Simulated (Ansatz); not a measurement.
Si₃N₄:
```xyz
14
Lattice="0.0000 3.8719 3.8719 3.8719 0.0000 3.8719 3.8719 3.8719 0.0000" Properties=species:S:1:pos:R:3 pbc="T T T"
Si     4.8399     4.8399     4.8399
Si     4.8399     2.9039     2.9039
Si     2.9039     4.8399     2.9039
Si     2.9039     2.9039     4.8399
Si     1.9359     1.9359     1.9359
Si     0.0000     0.0000     0.0000
N      6.7181     6.7181     6.7181
N      6.7181     4.8975     4.8975
N      4.8975     6.7181     4.8975
N      4.8975     4.8975     6.7181
N      2.9616     2.9616     2.9616
N      2.9616     4.7822     4.7822
N      4.7822     2.9616     4.7822
N      4.7822     4.7822     2.9616
```

Tensor components refer to the Cartesian frame of this cell.

Problem. Give the high-frequency dielectric tensor and the Born effective charge tensors of the independent atoms from DFPT, PBEsol in the plane-wave PAW code Ansatz.

Solution. 
ε∞:
```
5.31  0.00  0.00
0.00  5.31  0.00
0.00  0.00  5.31
```
Z* of atom 1 (Si), rows: field, columns: displacement, in e:
```
3.67  0.16  0.16
0.16  3.67  0.16
0.16  0.16  3.67
```
Z* of atom 5 (Si), rows: field, columns: displacement, in e:
```
3.59  0.00  0.00
0.00  3.59  0.00
0.00  0.00  3.59
```
Z* of atom 7 (N), rows: field, columns: displacement, in e:
```
-2.73  -0.23  -0.23
-0.23  -2.73  -0.23
-0.23  -0.23  -2.73
```

Space group Fd-3m. The PBEsol relaxation kept the symmetry of its start.

Potentials: the later of the program's two PAW sets.
